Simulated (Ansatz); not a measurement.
PbO:
```yaml
crystal:
  lattice:
    - [3.94368, 0.00000, 0.00000]
    - [0.00000, 3.94368, 0.00000]
    - [0.00000, 0.00000, 4.89294]
  atoms:
    - { symbol: Pb, position: [0.50000, 0.00000, 0.24079] }
    - { symbol: Pb, position: [0.00000, 0.50000, 0.75921] }
    - { symbol: O, position: [0.50000, 0.50000, 0.00000] }
    - { symbol: O, position: [0.00000, 0.00000, 0.00000] }
```

Tensor components refer to the Cartesian frame of this cell.

Give the high-frequency dielectric tensor and the Born effective charge tensors of the independent atoms from DFPT, LDA in the plane-wave PAW code Ansatz.


ε∞:
```
7.03  0.00  0.00
0.00  7.03  0.00
0.00  0.00  6.39
```
Z* of atom 1 (Pb), rows: field, columns: displacement, in e:
```
3.18  0.00  0.00
0.00  3.18  0.00
0.00  0.00  2.39
```
Z* of atom 3 (O), rows: field, columns: displacement, in e:
```
-3.18   0.00   0.00
 0.00  -3.18   0.00
 0.00   0.00  -2.39
```

Space group P4/nmm. The cell was relaxed with LDA under the symmetry of its start. A crystal of weakly bound layers computed without a dispersion correction: the cell and the soft elastic constants depend strongly on that. Spin–orbit coupling is left out wherever it is not named.

Potentials: the later of the program's two PAW sets.
